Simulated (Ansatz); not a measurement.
A scan (energy against volume; even scaling of the relaxed cell, symmetry kept) gave these values. Method: PBE (plane waves to 420 eV, PAW, scalar-relativistic; Ansatz, a first-principles code).

Bulk modulus at fixed cell shape B₀ (third-order Birch-Murnaghan fit): 106 GPa
Pressure derivative B₀′ (fit): 4.1
Equilibrium volume of the fit: 15.94 Å³/atom

Question: Of these crystals, all scanned alike, which one is it?
(A) Mg₃Sb₂ (A-La2O3 type, space group P-3m1)
(B) TiAl₃ (D022 type, space group I4/mmm)
(C) Se (trigonal-Se type, space group P3_121)

Answer: B, TiAl₃ (D022 type, space group I4/mmm). The others have, for the bulk modulus at fixed cell shape: Mg3Sb2 41.8 GPa, Se 13.8 GPa

All were relaxed with their symmetry unable to fall. Spin-orbit coupling is left out. TiAl3 is run without spin polarisation. With the shape held, the modulus is that of even scaling; a crystal free to change shape is softer.

(A scan under strain: stresses follow from slopes of the energy per volume, elastic moduli from its curvatures.)
